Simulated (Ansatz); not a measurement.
Relaxed Ru (hcp, Mg type):

```
Ru
1.0
    2.70581     0.00000     0.00000
   -1.35291     2.34330     0.00000
    0.00000     0.00000     4.26228
Ru
2
Cartesian
  0.00000   1.56220   3.19671
  1.35291   0.78110   1.06557
```

Scan: atom 1 (Ru, nearest neighbour Ru at 2.642 Å; its periodic images, 2.7 Å or more away, move with it) is displaced along Cartesian z, direction (0.000, 0.000, 1.000) in Cartesian axes, by s. The other atoms stay.

Level of theory: r2SCAN (plane waves to 500 eV, PAW, scalar-relativistic; Ansatz, a program for electronic structure). k mesh 16×16×9 (Γ-centred), Fermi-Dirac smearing 0.05 eV. E stands for the smeared free energy. With partly filled bands, energies and forces of such displacements shift with the k mesh and the smearing. Ru is run without spin polarisation. Ru was relaxed with its symmetry unable to fall. The PAW data are Ansatz's earlier set. The zero of ΔE is the undisplaced structure. The last digit holds for this mesh only.

```
s (Å)   ΔE (meV/cell)
------  -------------
-0.530       withheld
-0.424         1431.0
-0.318          736.2
-0.212          300.0
-0.106           70.3
0.000             0.0
0.106            70.3
0.212           300.0
0.318           736.2
0.424          1431.0
0.530        withheld
```

### Question
Fit an even polynomial form (powers 2, 4, 6) to the given rows and predict ΔE at s = 0.530.

### Answer
Least squares on the 9 given rows: ΔE = (6117)·s² + (13110)·s⁴ + (-15910)·s⁶, in meV/cell with s in Å; root-mean-square residual 0.04 meV/cell. At 0.530 the fit gives 2400.1 meV/cell; the calculation gives 2469.5 meV/cell, so the extrapolation is off by -69.4 (-2.8 %). The quadratic term alone would give 1718.3 meV/cell.

(A displaced cell: forces are minus the slopes of the energy, force constants its curvatures, and phonons follow from these.)
